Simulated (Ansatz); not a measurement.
TiSi$_{2}$ (C49 type, space group Cmcm)

```xyz
6
Lattice="1.7731 -6.7817 0.0000 1.7731 6.7817 0.0000 0.0000 0.0000 3.5798" Properties=species:S:1:pos:R:3 pbc="T T T"
Si     1.7731    -5.9791     2.6849
Si     1.7731     5.9791     0.8950
Si     1.7731     3.3870     2.6849
Si     1.7731    -3.3870     0.8950
Ti     1.7731    -1.3996     2.6849
Ti     1.7731     1.3996     0.8950
```

In each cell atom 2 (Si, nearest neighbour Si at 2.404 Å; its periodic images, 3.5 Å or more away, move with it) moves by s·(0.000, 0.668, -0.744) (towards the nearest neighbour), the rest being held.

Computed with PBE (plane waves to 420 eV, PAW, scalar-relativistic; Ansatz, an electronic-structure program). k mesh 11×11×11 (Γ-centred), Fermi-Dirac smearing 0.05 eV. Energies are smeared free energies. With partly filled bands, energies and forces of such displacements shift with the k mesh and the smearing. This is one of several known forms of TiSi2; the measured ambient cells at hand have space group No. 70. TiSi2 is run without spin polarisation. TiSi2 was relaxed with its symmetry unable to fall. ΔE is measured from the undisplaced structure.

Successive frames, forces in eV/Å:

| frame | ΔE (meV/cell) | F on Si1 | F on Si2 | F on Si3 | F on Si4 | F on Ti5 | F on Ti6 |
|---|---|---|---|---|---|---|---|
| s = -0.288 Å | 401 | (0.000, -0.402, 0.585) | (0.000, 1.049, -2.596) | (0.000, -0.174, 0.011) | (0.000, -0.183, 0.009) | (0.000, -0.159, 1.893) | (0.000, -0.130, 0.097) |
| s = -0.144 Å | 106 | (0.000, -0.273, 0.418) | (0.000, 0.619, -1.365) | (0.000, -0.081, -0.005) | (0.000, -0.096, 0.015) | (0.000, -0.076, 0.883) | (0.000, -0.094, 0.053) |
| s = 0.000 Å | 0 | (0.000, 0.000, 0.000) | (0.000, 0.000, 0.000) | (0.000, 0.002, 0.000) | (0.000, -0.002, 0.000) | (0.000, 0.010, 0.000) | (0.000, -0.010, 0.000) |
| s = 0.144 Å | 126 | (0.000, 0.576, -0.833) | (0.000, -0.934, 1.626) | (0.000, 0.068, 0.016) | (0.000, 0.093, -0.028) | (0.000, 0.071, -0.725) | (0.000, 0.127, -0.056) |

### Question
What are the energy and the forces in the next frame, s = 0.288 Å?

### Answer
ΔE (meV/cell) = 564.

```json
[
 {"atom": "Si1", "Fx": "0.000", "Fy": "1.713", "Fz": "-2.346"},
 {"atom": "Si2", "Fx": "0.000", "Fy": "-2.422", "Fz": "3.755"},
 {"atom": "Si3", "Fx": "0.000", "Fy": "0.113", "Fz": "0.039"},
 {"atom": "Si4", "Fx": "0.000", "Fy": "0.185", "Fz": "-0.061"},
 {"atom": "Ti5", "Fx": "0.000", "Fy": "0.097", "Fz": "-1.276"},
 {"atom": "Ti6", "Fx": "0.000", "Fy": "0.314", "Fz": "-0.111"}
]
```

(A displaced cell: forces are minus the slopes of the energy, force constants its curvatures, and phonons follow from these.)
